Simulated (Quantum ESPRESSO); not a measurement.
## Calculated data, Al$_{2}$GeAsNO$_{2}$ (made-up cell, one site empty), Si$_{2}$BN$_{3}$O (made-up cell, one site empty)

Calculation on a made-up crystal cell, not a measurement: periodic Kohn-Sham density functional theory in plane waves with PseudoDojo standard norm-conserving scalar-relativistic pseudopotentials, each functional with its own files (v0.5 for PBE, v0.4.1 for LDA and PBEsol), no spin polarisation, no spin-orbit coupling, atoms not relaxed, stress positive in tension, energies less a fixed whole-eV offset for each atom's element; levels are Kohn-Sham levels at fractions of this cell's reciprocal vectors, counted from the reference band (half the neutral cell's valence electrons, rounded up) at Gamma; error bars cover cutoff and k-mesh only, not smearing or the files; each bar is the largest change over components, and at least 0.002 eV, 0.002 eV per angstrom or 0.02 GPa; added strain carries the atoms with the cell, and shear is the tensor component; energies are for the whole cell, and the offsets were chosen from early runs and are not element reference energies. Program: Quantum ESPRESSO 7.5.

Settings shared by all entries: lattice type wurtzite; functional pbe; cutoff 1143 eV; scf tolerance 1e-07 eV; electrons removed 0.

(1) Al$_{2}$GeAsNO$_{2}$ (made-up cell, one site empty)

Unstrained structure:
```xyz
7
Lattice="3.2163 0.0092 0.0102 0.0159 5.6481 -0.0219 0.0166 -0.0207 5.3412" Properties=species:S:1:pos:R:3 Al2GeAsNO2
Al     1.6153     2.8318    -0.0801
Al     1.6373     0.9188     2.7544
Ge     0.0920     3.7947     2.6155
N      0.0016    -0.0730     1.9902
O      1.6163     2.7874     1.9594
O      1.6233     0.8710     4.6592
As     0.0536     3.7644     4.6978
```

It was run with empty site 1, fermi dirac smearing 0.1 eV, added strain kind uniform, added strain 0.0126, k mesh 8 x 6 x 6, shifted by half a step and structure shown before the added strain of 0.0126.

It finds free energy less offsets 9.855 eV; scf iterations 14; smearing term minus ts -0.06279 eV; pressure 13.81 GPa; stress xx -41.05 GPa; stress yy 7.452 GPa; stress zz -7.843 GPa; stress yz 10.3 GPa; stress xz -0.7461 GPa; stress xy 2.289 GPa; fermi level 0.2077 eV; reference band 26; error bar energy 0.002377 eV; error bar stress 0.02167 GPa; error bar force 0.005243 eV/Å; error bar next band up 0.002 eV; error bar fermi level 0.002 eV; error bars from tighter rerun of this cell.

Atoms:
```csv
atoms element,atom site,atom energy offset (eV)
Al,2,-64
Al,3,-64
Ge,4,-2430
N,5,-283
O,6,-452
O,7,-452
As,8,-2887
```

Forces:
```csv
site,x (eV/Å),y (eV/Å),z (eV/Å)
2,1.459,-11.16,3.982
3,-0.1316,-2.356,1.301
4,-0.3502,2.655,-3.961
5,0.2684,0.0869,1.562
6,0.2522,-0.7602,-0.8551
7,0.05881,3.25,-2.102
8,-1.557,8.288,0.07179
```

Levels:
```csv
level k point,next band up (eV)
Gamma,0.04018
"(1/2,1/2,1/2)",0.7223
"(0.15,0,0)",0.04922
"(0,0.15,0)",0.008103
"(0,0,0.15)",0.1143
```

(2) Al$_{2}$GeAsNO$_{2}$ (made-up cell, one site empty)

The structure is that of entry 1.

It was run with empty site 1, fermi dirac smearing 0.1 eV, added strain kind uniform, added strain 0.0149, k mesh 8 x 6 x 6, shifted by half a step and structure shown before the added strain of 0.0149.

Atoms:
```csv
atoms element,atom site,atom energy offset (eV)
Al,2,-64
Al,3,-64
Ge,4,-2430
N,5,-283
O,6,-452
O,7,-452
As,8,-2887
```

(3) Al$_{2}$GeAsNO$_{2}$ (made-up cell, one site empty)

The structure is that of entry 1.

It was run with empty site 1, fermi dirac smearing 0.1 eV, added strain kind uniform, added strain 0.0178, k mesh 8 x 6 x 6, shifted by half a step and structure shown before the added strain of 0.0178.

Atoms:
```csv
atoms element,atom site,atom energy offset (eV)
Al,2,-64
Al,3,-64
Ge,4,-2430
N,5,-283
O,6,-452
O,7,-452
As,8,-2887
```

(4) Si$_{2}$BN$_{3}$O (made-up cell, one site empty)

Unstrained structure:
```xyz
7
Lattice="2.8307 0.0021 0.0311 0.0037 4.8844 -0.0308 0.0507 -0.0290 4.4884" Properties=species:S:1:pos:R:3 Si2BN3O
Si     0.1064    -0.0181     0.0040
Si     1.4299     2.4329     0.0681
B      0.0330     3.2351     2.1804
O     -0.0075     0.0689     1.6659
N      1.4251     2.4357     1.5782
N      1.5820     0.9130     4.0495
N     -0.0097     3.3464     3.9793
```

It was run with empty site 3, fermi dirac smearing 0.025 eV, added strain kind zz, added strain -0.0132, k mesh 6 x 4 x 4, shifted by half a step and structure shown before the added strain of -0.0132.

Atoms:
```csv
atoms element,atom site,atom energy offset (eV)
Si,1,-115
Si,2,-115
B,4,-79
O,5,-452
N,6,-283
N,7,-283
N,8,-283
```

Questions
1. Al$_{2}$GeAsNO$_{2}$ (made-up cell, one site empty) (entry 2): fermi level?
2. Al$_{2}$GeAsNO$_{2}$ (made-up cell, one site empty) (entry 2): stress yz?
3. Al$_{2}$GeAsNO$_{2}$ (made-up cell, one site empty) (entry 2): stress xx?
4. Give the missing stress zz for Al$_{2}$GeAsNO$_{2}$ (made-up cell, one site empty) (entry 2).
5. Estimate the fermi level of Al$_{2}$GeAsNO$_{2}$ (made-up cell, one site empty) (entry 3).
6. Give the table of levels values for Al$_{2}$GeAsNO$_{2}$ (made-up cell, one site empty) (entry 3).
7. What stress zz does the calculation give for Si$_{2}$BN$_{3}$O (made-up cell, one site empty) (entry 4)?
8. Estimate the stress yz of Si$_{2}$BN$_{3}$O (made-up cell, one site empty) (entry 4).
9. Si$_{2}$BN$_{3}$O (made-up cell, one site empty) (entry 4): stress xy?
10. Si$_{2}$BN$_{3}$O (made-up cell, one site empty) (entry 4): stress xx?

Answers
1. 0.2063 eV
2. 10.11 GPa
3. -39.71 GPa
4. -6.961 GPa
5. 0.2047 eV
6. 
Levels:
```csv
level k point,next band up (eV)
Gamma,0.04042
"(1/2,1/2,1/2)",0.7191
"(0.15,0,0)",0.04324
"(0,0.15,0)",0.01053
"(0,0,0.15)",0.1116
```
7. -43.06 GPa
8. -13.66 GPa
9. -2.978 GPa
10. 3.231 GPa

Further results for Al$_{2}$GeAsNO$_{2}$ (made-up cell, one site empty) (entry 2):

- free energy less offsets: 9.798 eV
- scf iterations: 14
- smearing term minus ts: -0.06391 eV
- pressure: 12.87 GPa
- stress yy: 8.072 GPa
- stress xz: -0.7487 GPa
- stress xy: 2.219 GPa
- reference band: 26
- error bar energy: 0.002377 eV
- error bar stress: 0.02167 GPa
- error bar force: 0.005243 eV/Å
- error bar next band up: 0.002 eV
- error bar fermi level: 0.002 eV
- error bars from: tighter rerun of a related cell

Forces:
```csv
site,x (eV/Å),y (eV/Å),z (eV/Å)
2,1.442,-11.02,3.919
3,-0.1284,-2.344,1.304
4,-0.341,2.638,-3.904
5,0.2661,0.07174,1.585
6,0.2402,-0.7458,-0.838
7,0.05864,3.254,-2.123
8,-1.538,8.144,0.05694
```

Levels:
```csv
level k point,next band up (eV)
Gamma,0.04025
"(1/2,1/2,1/2)",0.7208
"(0.15,0,0)",0.0464
"(0,0.15,0)",0.009233
"(0,0,0.15)",0.113
```

Further results for Al$_{2}$GeAsNO$_{2}$ (made-up cell, one site empty) (entry 3):

* free energy less offsets: 9.73 eV
* scf iterations: 14
* smearing term minus ts: -0.06529 eV
* pressure: 11.7 GPa
* stress xx: -38.03 GPa
* stress yy: 8.825 GPa
* stress zz: -5.888 GPa
* stress yz: 9.87 GPa
* stress xz: -0.7528 GPa
* stress xy: 2.137 GPa
* reference band: 26
* error bar energy: 0.002377 eV
* error bar stress: 0.02167 GPa
* error bar force: 0.005243 eV/Å
* error bar next band up: 0.002 eV
* error bar fermi level: 0.002 eV
* error bars from: tighter rerun of a related cell

Forces:
```csv
site,x (eV/Å),y (eV/Å),z (eV/Å)
2,1.422,-10.83,3.839
3,-0.1234,-2.329,1.307
4,-0.3292,2.616,-3.835
5,0.2622,0.05345,1.613
6,0.2242,-0.728,-0.8172
7,0.05834,3.257,-2.148
8,-1.514,7.962,0.04174
```

Further results for Si$_{2}$BN$_{3}$O (made-up cell, one site empty) (entry 4):

* free energy less offsets: 1.61 eV
* scf iterations: 11
* smearing term minus ts: 0 eV
* pressure: 23.43 GPa
* stress yy: -30.47 GPa
* stress xz: 2.227 GPa
* reference band: 16
* error bar energy: 0.002 eV
* error bar stress: 0.03568 GPa
* error bar force: 0.003035 eV/Å
* error bar next band up: 0.002 eV
* error bars from: tighter rerun of a related cell

Forces:
```csv
site,x (eV/Å),y (eV/Å),z (eV/Å)
1,-0.0007497,8.75,2.825
2,-0.9466,1.519,-6.607
4,-0.06775,0.4635,-1.73
5,0.4421,-5.004,0.7319
6,-0.496,5.339,12.98
7,-0.4074,-5.366,-2.137
8,1.476,-5.702,-6.062
```

Levels:
```csv
level k point,next band up (eV)
Gamma,3.254
"(1/2,1/2,1/2)",3.406
"(0.15,0,0)",4.414
"(0,0.15,0)",3.407
"(0,0,0.15)",3.277
```
